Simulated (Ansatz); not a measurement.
Born–Oppenheimer molecular dynamics of a 16-atom BeNb2CuAg12 cell at 16.51 Å³/atom, computed with Ansatz: Langevin thermostat at 2110 K, 142 steps of 1.5 fs, friction 0.03 1/fs. The run is short and the cell small, so it isn't an equilibrium average.

```yaml
crystal:
  lattice:
    - [6.513361, -0.302603, -0.049739]
    - [-0.302603, 6.245981, -0.02875]
    - [-0.049739, -0.02875, 6.506559]
  atoms:
    - { symbol: Ag, position: [0.5832440435, 0.4016594107, 0.7889994539] }
    - { symbol: Ag, position: [0.3188395297, 0.1280996764, 0.6438102499] }
    - { symbol: Ag, position: [0.5822427461, 0.9020762031, 0.3984602579] }
    - { symbol: Ag, position: [0.1358856707, 0.4301131898, 0.3107576494] }
    - { symbol: Ag, position: [0.8356663626, 0.1520684825, 0.098830205] }
    - { symbol: Ag, position: [0.051898, 0.8677958268, 0.8121365267] }
    - { symbol: Ag, position: [0.8372239469, 0.1515491804, 0.6036169624] }
    - { symbol: Ag, position: [0.0714553191, 0.40434407, 0.8579502863] }
    - { symbol: Ag, position: [0.8011575724, 0.5692473868, 0.1102926392] }
    - { symbol: Ag, position: [0.8736063413, 0.6301395372, 0.5495363596] }
    - { symbol: Ag, position: [0.5395367118, 0.4228085458, 0.3733117547] }
    - { symbol: Ag, position: [0.615422405, 0.8639407181, 0.8130410256] }
    - { symbol: Nb, position: [0.0954408677, 0.8999288844, 0.3020521291] }
    - { symbol: Nb, position: [0.3403477313, 0.0996767492, 0.0758229818] }
    - { symbol: Be, position: [0.3920494929, 0.5957470072, 0.0298765386] }
    - { symbol: Cu, position: [0.2936966807, 0.6944301507, 0.6180078599] }
  symmetry: { detect: false }
basis:
  ecutwfc: 420
  xc_grid: 1
kpoints:
  mp_grid: { grid: [1, 1, 1], shift: [0.25, 0.25, 0.25] }
hamiltonian:
  xc: pbe
scf:
  occupations: { method: fermi_dirac, width: 0.1818 }
  lower_state_search: "off"
  convergence: { dr2_threshold: 1.0e-05 }
output:
  forces: true
  stress: true
md:
  timestep: 1.5
  n_steps: 142
  ensemble: nvt_langevin
  friction: 0.03
  temperature: 2110.0
  initial_velocities: maxwell_boltzmann
  seed: 77945
```

```bash
ansatz run input.yaml --threads 2 --pin off --max-ram 5120MiB --backend cpu --events-out ev --progress --plain --runs-dir out
```

The calculation used Ansatz, DFT PBE, scalar-relativistic, plane waves, PAW.

6 frames, positions in Å (not wrapped into the cell) and forces in eV/Å:

```xyz
16
Lattice="6.513 -0.303 -0.050 -0.303 6.246 -0.029 -0.050 -0.029 6.507" Properties=species:S:1:pos:R:3:forces:R:3 pbc="T T T" time_fs=0.0 temperature_K=1978 free_energy_over_first_frame_eV=0.000
Ag    3.638    2.310    5.093   -0.040    0.940    1.330
Ag    2.006    0.685    4.169   -0.360    0.280   -1.990
Ag    3.500    5.447    2.538   -0.980   -0.750   -2.100
Ag    0.739    2.636    2.003    0.120   -0.630   -0.120
Ag    5.392    0.694    0.597   -0.770   -1.160    0.380
Ag    0.035    5.381    5.257   -0.640    0.650    3.250
Ag    5.377    0.676    3.881    1.240    0.870   -1.160
Ag    0.300    2.479    5.567    1.660    0.310   -0.230
Ag    5.040    3.310    0.661    0.050    2.160   -0.330
Ag    5.472    3.656    3.514   -0.980   -0.960   -0.620
Ag    3.368    2.467    2.390   -0.790   -0.680    0.010
Ag    3.707    5.187    5.235   -0.460   -0.580    1.700
Nb    0.334    5.583    1.935    1.850    0.400   -0.570
Nb    2.183    0.517    0.474   -0.190    0.030    0.660
Be    2.372    3.602    0.158   -0.350    0.560    0.630
Cu    1.672    4.231    3.987    0.640   -1.440   -0.860
16
Lattice="6.513 -0.303 -0.050 -0.303 6.246 -0.029 -0.050 -0.029 6.507" Properties=species:S:1:pos:R:3:forces:R:3 pbc="T T T" time_fs=42.0 temperature_K=1692 free_energy_over_first_frame_eV=0.442
Ag    3.556    2.361    5.116    1.690    1.390    1.640
Ag    1.990    0.889    4.178   -1.710   -2.250   -1.920
Ag    3.426    5.425    2.402    0.400   -1.580   -0.170
Ag    0.666    2.617    2.038    0.140   -0.470   -0.400
Ag    5.380    0.478    0.502    0.330    0.670    0.520
Ag    0.025    5.362    5.267    0.640    1.940    3.410
Ag    5.260    0.615    3.879    1.530    1.000   -0.790
Ag    0.372    2.575    5.434    0.380   -0.420    1.280
Ag    4.917    3.449    0.627    1.420    1.170   -0.190
Ag    5.447    3.692    3.575   -1.100   -0.710   -1.770
Ag    3.448    2.424    2.416   -0.860   -0.100    0.270
Ag    3.551    5.205    5.304   -0.060   -0.210    0.830
Nb    0.592    5.636    1.966   -0.920   -0.720   -0.060
Nb    2.356    0.570    0.758   -1.310    0.960   -2.630
Be    2.522    3.524    0.203   -1.100    0.650    1.060
Cu    1.698    4.252    3.987    0.530   -1.300   -1.070
16
Lattice="6.513 -0.303 -0.050 -0.303 6.246 -0.029 -0.050 -0.029 6.507" Properties=species:S:1:pos:R:3:forces:R:3 pbc="T T T" time_fs=85.5 temperature_K=1751 free_energy_over_first_frame_eV=0.617
Ag    3.521    2.339    5.252    0.210    1.040    0.390
Ag    1.800    0.703    4.171    2.030    2.420   -0.310
Ag    3.307    5.184    2.271    1.080    1.030    0.630
Ag    0.656    2.547    2.070   -1.160   -0.870   -0.650
Ag    5.282    0.459    0.416    0.550    1.680    1.630
Ag    0.125    5.559    5.565   -1.330   -2.330    0.730
Ag    5.132    0.501    3.955    1.460    0.930   -1.340
Ag    0.513    2.844    5.446   -0.690   -1.780    1.770
Ag    4.781    3.777    0.661    1.600   -0.620   -0.220
Ag    5.389    3.537    3.441   -0.140    1.080    0.850
Ag    3.230    2.401    2.451    0.670   -1.180   -0.300
Ag    3.377    5.260    5.407   -0.570   -1.690   -0.660
Nb    0.670    5.773    2.200   -2.510   -1.260   -3.270
Nb    2.326    0.656    0.459   -1.740    0.750    1.890
Be    1.865    3.975    0.797    0.420    0.350   -0.680
Cu    1.746    4.058    3.856    0.130    0.450   -0.460
16
Lattice="6.513 -0.303 -0.050 -0.303 6.246 -0.029 -0.050 -0.029 6.507" Properties=species:S:1:pos:R:3:forces:R:3 pbc="T T T" time_fs=127.5 temperature_K=2111 free_energy_over_first_frame_eV=1.060
Ag    3.446    2.420    5.356   -0.640   -0.420   -2.440
Ag    1.661    0.847    4.088    1.310    1.760   -0.130
Ag    3.185    5.172    2.153    1.840    1.390    1.910
Ag    0.516    2.358    1.957   -1.880    0.790    0.030
Ag    5.168    0.310    0.438    0.000    1.880    0.870
Ag    0.193    5.591    5.672   -1.830   -1.380   -1.020
Ag    5.222    0.515    3.946    0.460    0.630   -0.790
Ag    0.497    3.114    5.802   -0.150   -2.540   -0.480
Ag    4.691    3.685    0.521    2.180    0.870    1.750
Ag    5.379    3.757    3.426   -0.590   -0.070    0.450
Ag    3.061    2.278    2.206    2.440    0.410    1.570
Ag    3.189    5.269    5.312   -0.150   -1.090   -1.330
Nb    0.487    5.882    2.018   -1.010   -2.110   -1.120
Nb    2.246    0.732    0.392   -1.170    0.280    0.960
Be    1.974    4.147    0.771   -0.620   -0.530   -0.640
Cu    1.562    3.977    3.620   -0.190    0.140    0.420
16
Lattice="6.513 -0.303 -0.050 -0.303 6.246 -0.029 -0.050 -0.029 6.507" Properties=species:S:1:pos:R:3:forces:R:3 pbc="T T T" time_fs=171.0 temperature_K=2170 free_energy_over_first_frame_eV=0.876
Ag    3.427    2.566    5.221   -0.770   -1.060   -0.210
Ag    1.474    0.805    4.023    2.510    2.300   -0.270
Ag    3.176    5.345    2.260    0.830   -0.490    0.670
Ag    0.395    2.410    1.855   -1.620   -1.470    1.040
Ag    5.011    0.212    0.255    0.040    1.340    0.290
Ag    0.243    5.509    5.678   -2.800   -2.810   -1.330
Ag    5.425    0.700    3.883   -1.580    0.110   -0.100
Ag    0.440    2.867    5.845    0.110   -1.480   -2.100
Ag    4.890    3.501    0.726   -0.350    0.870    0.190
Ag    5.207    3.767    3.607   -0.170    0.020   -0.050
Ag    2.990    2.232    2.195    1.770    0.750    1.340
Ag    2.944    5.219    5.010    1.020   -0.390   -0.160
Nb    0.235    5.849    1.929   -0.650   -1.600    0.090
Nb    2.251    0.522    0.465   -0.420    2.250   -0.040
Be    1.511    4.060    0.981    1.360    0.840   -0.070
Cu    1.278    3.888    3.513    0.710    0.800    0.700
16
Lattice="6.513 -0.303 -0.050 -0.303 6.246 -0.029 -0.050 -0.029 6.507" Properties=species:S:1:pos:R:3:forces:R:3 pbc="T T T" time_fs=213.0 temperature_K=2001 free_energy_over_first_frame_eV=1.159
Ag    3.401    2.759    5.356   -1.390   -1.470   -0.390
Ag    1.656    0.721    4.010   -0.610    2.900   -1.320
Ag    3.215    5.383    2.353    0.720   -0.240   -0.770
Ag    0.422    2.223    1.826   -0.310    1.260    0.520
Ag    4.915    0.311    0.034    0.330    1.390    0.960
Ag    0.055    5.471    5.694   -0.150   -1.400   -0.680
Ag    5.353    0.764    3.834   -0.800    0.200    0.190
Ag    0.361    2.737    5.584    0.140   -0.650    0.200
Ag    4.896    3.307    0.880    1.520    1.470   -0.820
Ag    5.109    3.822    3.664    0.620   -0.350    0.010
Ag    3.065    2.413    2.217   -0.280    0.310    2.370
Ag    2.813    5.327    4.965    2.340   -1.300    1.600
Nb   -0.116    5.837    1.956    1.670   -2.030   -0.570
Nb    2.324    0.611    0.613   -2.530    0.030   -1.020
Be    1.821    4.220    0.565   -0.220    0.020    0.540
Cu    1.394    3.984    3.535   -1.040   -0.140   -0.820
```

Over the second half the temperature averages 2005 K and the pressure (kinetic part included, positive in compression) 15.3 GPa. Mean square displacements at the end: Ag 0.18 Å², Be 0.57 Å², Cu 0.28 Å², Nb 0.14 Å² (from the start of this run, the atoms' common shift taken off).

One k point is coarse for so small a cell, so forces and above all the pressure are rough.

The run took 5.3 min on 2 threads of Arm Neoverse V2, with other jobs on the host, peak memory 0.58 GiB.